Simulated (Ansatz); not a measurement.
## Rh (Fm-3m), ideal shear of a crystal plane

The calculation used DFT PBEsol, scalar-relativistic, plane waves, PAW (Ansatz). The runs took a 420 eV cutoff, a Γ-centred 25×25×5 mesh and Gaussian smearing (0.15 eV). No spin polarisation. Energies are free energies at this smearing, counted from the undisturbed cell; pressure is positive in compression.

Zero of the scan (relaxed at this level; with this scan's settings it stands at 0.1 GPa):

```
Rh
1.0
     1.89000   -1.89000    0.00000
     1.89000    0.00000   -1.89000
     7.55999    7.55999    7.55999
Rh
6
Direct
  0.66667 0.66667 0.08332
  0.00000 0.00000 0.91665
  0.33333 0.33333 0.24998
  0.66667 0.66667 0.58332
  0.00000 0.00000 0.41665
  0.33333 0.33333 0.74998
```

The cut lies on the cell's a–b face, a (1 1 1) plane (indices in the standard cell, whose axes needn't be the Cartesian ones shown) of area 6.19 Å², between layers 2.18 Å apart. Vector c is tilted by f times 1·a + 1·b (length 4.630 Å) with the atoms' Cartesian places fixed: one unrelaxed fault a cell. The traction is dγ/du, the slope of γ against the slip u in Å.

| f | γ (mJ/m²) | traction (GPa) |
| --- | --- | --- |
| 0.0000 | 0 | 0.0 |
| 0.0833 | 466 | 23.8 |
| 0.1667 | 1559 | 26.5 |
| 0.2500 | 2200 | 7.7 |
| 0.3333 | 2324 | 0.0 |
| 0.4167 | 2205 | -7.5 |
| 0.5000 | 1581 | -24.7 |
| 0.6667 | 227 | 0.0 |
| 0.8333 | 596 | -2.1 |

Read off the first barrier and the stress needed to climb it, and compare with Frenkel's sinusoid.

The first sampled maximum lies at f = 0.333, a slip of 1.54 Å, with γ ≈ 2324 mJ/m², which stands in for the unstable fault energy γ_us, and the steepest sampled slope before it is 26.5 GPa. A sinusoid γ = γ_us sin²(πu/λ) with its maximum there has λ = 3.09 Å and a largest slope πγ_us/λ = 23.7 GPa (1 mJ/m² per Å = 0.01 GPa). The stand-in is too high: a rotation axis of order three or more passes through this point, so the curvature is the same in every direction of the plane and the point is a peak of the γ-surface, which slip goes round.

Is there a metastable fault on this line?

The samples dip to a local minimum of 227 mJ/m² at f = 0.667. If it survives relaxation and slip across the line, it is a planar fault that lets a dislocation split into partials, more widely the lower its energy. Between this point and the perfect stacking at f = 1 the samples rise only to 596 mJ/m², so slip in the opposite sense meets a far lower barrier than the first maximum.

The cut is rigid; relaxing the faces lowers these energies and usually the stresses.

In a metal these slopes depend on the k mesh and the smearing.

Cost: 9 runs of about 12 core-minutes in all, on Intel Xeon 6975P-C (Granite Rapids) (shared hosts).